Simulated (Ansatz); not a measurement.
Given:

TaSe₂:
```
TaSe2
1.0
   12.44518     0.00000     0.00000
   -6.22259    10.77784     0.00000
    0.00000     0.00000     6.23333
Ta Se
13 26
Direct
  0.00000   0.00000   0.00000
  0.07031   0.28707   0.99965
  0.15222   0.63662   0.00206
  0.21676   0.92969   0.99965
  0.28707   0.21676   0.00035
  0.36338   0.51560   0.00206
  0.48440   0.84778   0.00206
  0.51560   0.15222   0.99794
  0.63662   0.48440   0.99794
  0.71293   0.78324   0.99965
  0.78324   0.07031   0.00035
  0.84778   0.36338   0.99794
  0.92969   0.71293   0.00035
  0.12415   0.17478   0.28428
  0.17478   0.05063   0.71572
  0.19705   0.48560   0.25546
  0.25109   0.35310   0.71937
  0.28856   0.80295   0.25546
  0.33333   0.66667   0.74629
  0.35310   0.10201   0.28063
  0.40686   0.97102   0.74783
  0.43584   0.40686   0.25217
  0.48560   0.28856   0.74454
  0.51440   0.71144   0.25546
  0.56416   0.59314   0.74783
  0.59314   0.02898   0.25217
  0.64690   0.89799   0.71937
  0.66667   0.33333   0.25371
  0.71144   0.19705   0.74454
  0.74891   0.64690   0.28063
  0.80295   0.51440   0.74454
  0.82522   0.94937   0.28428
  0.87585   0.82522   0.71572
  0.89799   0.25109   0.28063
  0.94937   0.12415   0.71572
  0.97102   0.56416   0.25217
  0.02898   0.43584   0.74783
  0.05063   0.87585   0.28428
  0.10201   0.74891   0.71937
```

This is the PBE+D3(BJ)-relaxed structure.

### Question
All from DFT-PBE+D3(BJ) in the program Ansatz with PAW potentials, unless another level is named. Give the electronic character.

### Answer
metallic (no gap).

### Question
What about the formation energy from the elements (no fitted shifts)?

### Answer
-0.81 eV/atom.

### Question
And the density of states at the Fermi level?

### Answer
0.07 states/eV per atom (mean over ±0.08 eV).

Space group P-3. The start of the workflow was typed in or built on a structure type; neither database checked (COD, Materials Project) lists it. COD files the formula under space group No. 2, 42, 166, 186, 194. Whether it is the stable phase at ambient conditions was not checked. The cell was relaxed with PBE+D3(BJ) under the symmetry of its start; whether a distortion lowers the energy is not shown. No spin polarisation was allowed. With an odd number of electrons in the cell and no spin polarisation, the count alone makes it a metal. The references are the lowest solids computed at this level, not always the standard phases. Spin–orbit coupling is left out wherever it is not named.

Potentials: the later of the program's two PAW sets.
